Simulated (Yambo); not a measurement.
A G0W0@PBEsol run in Yambo for RhAgO2 (space group R-3m, No. 166) under isotropic strain of -0.7 % on all lattice vectors (4×4×4 Γ-centred k mesh, bands 9 to 112 and a 8 Ry block in the screening, 112 bands in G with the Bruneval-Gonze terminator, plasmon pole fitted at 27.2 eV) gives these matrix elements, in eV, at the band edges (Z → (0.25, -0.5, -0.5)):

```
state               E0    <Vxc>     <Σx>  <Σc(E0)>      Z
---------------  -----  -------  -------  --------  -----
valence edge     0.000  -21.933  -26.349     4.526  0.770
conduction edge  0.836  -21.010  -17.322    -2.946  0.786
```

Q: Solve the linearised quasiparticle equation for both states, give the gap, and say how exchange and correlation each act on it.

A: E = E0 + Z(Σx + Σc − Vxc). Valence: 0.000 + 0.770 × (-26.349 + (4.526) − (-21.933)) = 0.08 eV. Conduction: 0.836 + 0.786 × (-17.322 + (-2.946) − (-21.010)) = 1.42 eV. The gap is 1.34 eV, against 0.84 eV in PBEsol. Replacing Vxc by bare exchange alone would open it by 8.10 eV; correlation takes back 7.47 eV of that, and Z scales what is left. Convergence of the G0W0 settings was not tested. The mesh misses a band edge: along a dense path the PBEsol gap is 0.46 eV against 0.84 eV on the mesh. Spin-orbit splittings are left out.

Geometry strained from the cell relaxed with PBEsol, atoms relaxed again; primitive cell a = 6.3922 Å, b = 6.3922 Å, c = 6.3922 Å, α = 27.44°, β = 27.44°, γ = 27.44°.

The structure is a Materials Project entry; no match was found in the copy of COD used, and its stability was not checked.
